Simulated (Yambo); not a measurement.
Yambo run on K2PdC2 (space group P-3m1, No. 164). The wavefunctions are PBEsol (Quantum ESPRESSO, PseudoDojo norm-conserving, 82 Ry, scalar-relativistic) ones on a 3×3×2 mesh (22 occupied bands); a = 5.118 Å, b = 5.118 Å, c = 5.258 Å, α = 90.00°, β = 90.00°, γ = 120.00°.

Yambo input:

```
rim_cut
gw0
dyson
el_el_corr
HF_and_locXC
ppa
em1d
RandQpts= 1000000
RandGvec= 1 Ry
EXXRLvcs= 82 Ry
VXCRLvcs= 328 Ry
Chimod= "HARTREE"
% BndsRnXp
 5 | 220 |
%
NGsBlkXp= 8 Ry
% LongDrXp
 1.0 | 1.0 | 1.0 |
%
PPAPntXp= 27.2114 eV
% GbndRnge
 1 | 139 |
%
GTermKind= "none"
DysSolver= "n"
ExtendOut
% QPkrange
 2 | 2 | 22 | 22 |
 4 | 4 | 22 | 23 |
%
```

k points by index: 2 = A, 4 = (0, 0.333, -0.5).

The o-*.qp file then holds:

```
#    K-point    Band    Eo [eV]    E [eV]    E-Eo [eV]    Vxc [eV]    Vnlxc [eV]    Sc|Eo [eV]    Sc|E [eV]    dSc/dw|Eo [eV]    Re(Z)    Im(Z)
#
    2    22    0.000000    -0.264660    -0.264660    -20.01107    -24.09997    3.743231    3.824242    -8.324210    0.765746    -0.001751
    4    22    -0.019898    -0.291340    -0.271442    -19.88531    -23.95738    3.717720    3.800629    -8.306529    0.766127    -0.001754
    4    23    1.702153    2.254795    0.552642    -9.735695    -6.196662    -2.858809    -2.986391    -6.280665    0.812470    -0.001438
```
(The two width columns are left out.) Convergence of these settings isn't established.

Spin-orbit coupling is not included.

Geometry of the Materials Project entry, not relaxed at this level.

The structure is a Materials Project entry; no match was found in the copy of COD used, and its stability was not checked.
